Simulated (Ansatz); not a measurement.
Ta₂O₅:
```
Ta2O5
1.0
    3.81022     0.00000     0.00000
    0.00000     3.83706     0.00000
   -1.89905     0.00000     6.45976
Ta O
2 5
Direct
  0.64637   0.00000   0.79239
  0.35363   0.00000   0.20761
  0.65115   0.50000   0.80063
  0.34885   0.50000   0.19937
  0.18561   0.00000   0.87072
  0.81439   0.00000   0.12928
  0.50000   0.00000   0.50000
```

Cartesian axes are those of the cell as given.

Q: Give the high-frequency dielectric tensor and the Born effective charge tensors of the independent atoms from DFPT, LDA (plane waves, PAW; program Ansatz).

A: 
ε∞:
```
4.74  0.00  0.00
0.00  6.75  0.00
0.00  0.00  4.77
```
Z* of atom 1 (Ta), rows: field, columns: displacement, in e:
```
 6.87   0.00   0.00
 0.00  10.03   0.00
 0.00   0.00   7.03
```
Z* of atom 3 (O), rows: field, columns: displacement, in e:
```
-1.30   0.00   0.00
 0.00  -7.86   0.00
 0.00   0.00  -1.25
```
Z* of atom 5 (O), rows: field, columns: displacement, in e:
```
-5.19   0.00   0.00
 0.00  -1.47   0.00
 0.00   0.00  -2.51
```
Z* of atom 7 (O), rows: field, columns: displacement, in e:
```
-0.74   0.00   0.00
 0.00  -1.39   0.00
-0.01   0.00  -6.55
```

Space group Cmmm. The workflow started from a Materials Project entry (that database holds measured and hypothetical structures alike); the Crystallography Open Database copy checked does not list it. COD files the formula under space group No. 49. Its standing as an ambient phase is unchecked. The cell was relaxed with LDA under the symmetry of its start; whether a distortion lowers the energy is not shown. No spin polarisation was allowed. Scalar-relativistic: spin–orbit coupling is off unless named, which matters more the heavier the elements.

Potentials: the later of the program's two PAW sets.
